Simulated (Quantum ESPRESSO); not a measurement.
## In3GeP4 (input and log of a self-consistent run)

Simulated, not a measurement. The program is pw.x of Quantum ESPRESSO 7.5 (plane-wave density functional theory). The cell is made up: 8 atoms on a zincblende/diamond lattice, with randomly drawn elements, strain and displacements, not relaxed. PseudoDojo standard norm-conserving files (v0.5 for PBE, v0.4.1 for LDA and PBEsol) set the functional; there is no spin polarisation, spin-orbit coupling or dispersion term, and the masses in the input are unused placeholders. A spin-polarised start on this cell or one of its family kept no moment.

Input:

```
&control calculation='scf', pseudo_dir='./dojo.nc.sr.pbe.v0_5.standard.upf', outdir='./o', disk_io='low', tprnfor=.true., tstress=.true. /
&system ibrav=0, nat=8, ntyp=3, nbnd=47, ecutwfc=77.98206166, nosym=.true., tot_charge=0,
 occupations='smearing', smearing='fd', degauss=0.0073498644
/
&electrons conv_thr=7.350e-09, electron_maxstep=60, /
ATOMIC_SPECIES
Ge 1.0 Ge.upf
In 1.0 In.upf
P 1.0 P.upf
CELL_PARAMETERS angstrom
5.9385 0.0012 0.0648
0.0012 5.9308 0.0865
0.0648 0.0865 5.854
ATOMIC_POSITIONS angstrom
In -0.0606 0.0255 0.0355
Ge 0.0602 3.0497 2.8701
In 3.0479 0.0306 2.8327
In 2.8841 2.8683 0.0934
P 1.468 1.5679 1.447
P 1.6089 4.5468 4.4005
P 4.5301 1.5053 4.4525
P 4.4985 4.4997 1.5248
K_POINTS automatic
6 6 6 1 1 1
```

The log is shortened where brackets say so; the opening notice, blank lines, dates and the lines on written files are dropped, and the path of the files is cut. It prints rydbergs, bohrs and kilobars, and counts compression as positive stress.

```
     Program PWSCF v.7.5
     Parallel version (MPI & OpenMP), running on       4 processor cores
     Number of MPI processes:                 4
     Threads/MPI process:                     1
     [start-up lines left out]
     bravais-lattice index     =            0
     lattice parameter (alat)  =      11.2228  a.u.
     unit-cell volume          =    1390.8916 (a.u.)^3
     number of atoms/cell      =            8
     number of atomic types    =            3
     number of electrons       =        73.00
     number of Kohn-Sham states=           47
     kinetic-energy cutoff     =      77.9821  Ry
     charge density cutoff     =     311.9282  Ry
     scf convergence threshold =      7.3E-09
     mixing beta               =       0.7000
     number of iterations used =            8  plain     mixing
     Exchange-correlation= PBE
                           (   1   4   3   4   0   0   0)
     [axes and pseudopotential details left out]
   Cartesian axes
     site n.     atom                  positions (alat units)
         1        In     tau(   1) = (  -0.0102040   0.0042938   0.0059776  )
         2        Ge     tau(   2) = (   0.0101366   0.5135166   0.4832751  )
         3        In     tau(   3) = (   0.5132135   0.0051525   0.4769776  )
         4        In     tau(   4) = (   0.4856324   0.4829720   0.0157269  )
         5        P      tau(   5) = (   0.2471858   0.2640072   0.2436497  )
         6        P      tau(   6) = (   0.2709109   0.7656023   0.7409679  )
         7        P      tau(   7) = (   0.7627903   0.2534664   0.7497238  )
         8        P      tau(   8) = (   0.7574694   0.7576715   0.2567499  )
     number of k points=   108  Fermi-Dirac smearing, width (Ry)=  0.0073
     Number of k-points >= 100: set verbosity='high' to print them.
     Dense  grid:   129463 G-vectors     FFT dimensions: (  64,  64,  64)
     Estimated max dynamical RAM per process >     491.24 MB
     Estimated total dynamical RAM >       1.83 GB
     Initial potential from superposition of free atoms
     starting charge      72.9869, renormalised to      73.0000
     Starting wfcs are   52 randomized atomic wfcs
     total cpu time spent up to now is       11.7 secs
     per-process dynamical memory:   429.9 Mb
     Self-consistent Calculation
     iteration #  1     ecut=    77.98 Ry     beta= 0.70
     Davidson diagonalization with overlap
     ethr =  1.00E-02,  avg # of iterations =  4.1
     Threshold (ethr) on eigenvalues was too large:
     Diagonalizing with lowered threshold
     Davidson diagonalization with overlap
     ethr =  4.73E-04,  avg # of iterations =  3.2
     total cpu time spent up to now is       59.9 secs
     total energy              =    -632.65974933 Ry
     estimated scf accuracy    <       0.35357526 Ry
     iteration #  2     ecut=    77.98 Ry     beta= 0.70
     Davidson diagonalization with overlap
     ethr =  4.84E-04,  avg # of iterations =  2.3
     total cpu time spent up to now is       84.0 secs
     total energy              =    -632.74808266 Ry
     estimated scf accuracy    <       0.13686124 Ry
     iteration #  3     ecut=    77.98 Ry     beta= 0.70
     Davidson diagonalization with overlap
     ethr =  1.87E-04,  avg # of iterations =  3.2
     total cpu time spent up to now is      107.6 secs
     total energy              =    -632.77330009 Ry
     estimated scf accuracy    <       0.01016280 Ry
     iteration #  4     ecut=    77.98 Ry     beta= 0.70
     Davidson diagonalization with overlap
     c_bands:  1 eigenvalues not converged
     ethr =  1.39E-05,  avg # of iterations = 10.6
     total cpu time spent up to now is      140.2 secs
     total energy              =    -632.77609600 Ry
     estimated scf accuracy    <       0.00623584 Ry
     iteration #  5     ecut=    77.98 Ry     beta= 0.70
     Davidson diagonalization with overlap
     ethr =  8.54E-06,  avg # of iterations =  2.4
     total cpu time spent up to now is      163.4 secs
     total energy              =    -632.77715785 Ry
     estimated scf accuracy    <       0.00015846 Ry
     iteration #  6     ecut=    77.98 Ry     beta= 0.70
     Davidson diagonalization with overlap
     ethr =  2.17E-07,  avg # of iterations =  5.6
     total cpu time spent up to now is      193.5 secs
     total energy              =    -632.77720830 Ry
     estimated scf accuracy    <       0.00003319 Ry
     iteration #  7     ecut=    77.98 Ry     beta= 0.70
     Davidson diagonalization with overlap
     ethr =  4.55E-08,  avg # of iterations =  2.1
     total cpu time spent up to now is      215.4 secs
     total energy              =    -632.77721553 Ry
     estimated scf accuracy    <       0.00000305 Ry
     iteration #  8     ecut=    77.98 Ry     beta= 0.70
     Davidson diagonalization with overlap
     ethr =  4.18E-09,  avg # of iterations =  3.8
     total cpu time spent up to now is      241.4 secs
     total energy              =    -632.77721650 Ry
     estimated scf accuracy    <       0.00000024 Ry
     iteration #  9     ecut=    77.98 Ry     beta= 0.70
     Davidson diagonalization with overlap
     ethr =  3.28E-10,  avg # of iterations =  3.9
     total cpu time spent up to now is      267.9 secs
     total energy              =    -632.77721661 Ry
     estimated scf accuracy    <       0.00000009 Ry
     iteration # 10     ecut=    77.98 Ry     beta= 0.70
     Davidson diagonalization with overlap
     ethr =  1.17E-10,  avg # of iterations =  2.0
     total cpu time spent up to now is      289.2 secs
     total energy              =    -632.77721663 Ry
     estimated scf accuracy    <       0.00000003 Ry
     iteration # 11     ecut=    77.98 Ry     beta= 0.70
     Davidson diagonalization with overlap
     ethr =  3.53E-11,  avg # of iterations =  2.0
     total cpu time spent up to now is      310.8 secs
     End of self-consistent calculation
     [lines on levels left out]
!    total energy              =    -632.77721663 Ry
     estimated scf accuracy    <          1.8E-09 Ry
     smearing contrib. (-TS)   =      -0.00416425 Ry
     internal energy E=F+TS    =    -632.77305238 Ry
     The total energy is F=E-TS. E is the sum of the following terms:
     one-electron contribution =    -262.32197277 Ry
     hartree contribution      =     176.59715556 Ry
     xc contribution           =    -180.21248685 Ry
     ewald contribution        =    -366.83574832 Ry
     convergence has been achieved in  11 iterations
     Forces acting on atoms (cartesian axes, Ry/au):
     atom    1 type  2   force =     0.04872191    0.00262007   -0.03519712
     atom    2 type  1   force =    -0.00134656    0.00447447    0.03117081
     atom    3 type  2   force =    -0.00098037    0.02406399    0.01944397
     atom    4 type  2   force =     0.05428401    0.05178182   -0.05212461
     atom    5 type  3   force =    -0.04142485   -0.03928073    0.05045160
     atom    6 type  3   force =    -0.03629533   -0.01667695    0.00870273
     atom    7 type  3   force =    -0.00788185    0.03130421   -0.03411980
     atom    8 type  3   force =    -0.01507697   -0.05828688    0.01167242
     Total force =     0.165405     Total SCF correction =     0.000120
     Computing stress (Cartesian axis) and pressure
          total   stress  (Ry/bohr**3)                   (kbar)     P=       15.02
   0.00009385   0.00005669  -0.00017626           13.81        8.34      -25.93
   0.00005669   0.00009314  -0.00020807            8.34       13.70      -30.61
  -0.00017626  -0.00020807   0.00011924          -25.93      -30.61       17.54
     init_run     :     10.75s CPU     11.65s WALL (       1 calls)
     electrons    :    295.92s CPU    299.16s WALL (       1 calls)
     forces       :      3.49s CPU      3.52s WALL (       1 calls)
     stress       :     12.72s CPU     13.13s WALL (       1 calls)
     [timing details left out]
     PWSCF        :   5m23.19s CPU   5m27.92s WALL
     JOB DONE.
```

In other units: free energy -8609.373 eV for the cell, pressure 1.50 GPa, largest force component 1.499 eV/Å. A rerun of this cell at 1347 eV and a 8 x 8 x 8 mesh moved values by no more than 0.009 eV in energy, 0.02 GPa in stress and 0.002 eV/Å in force.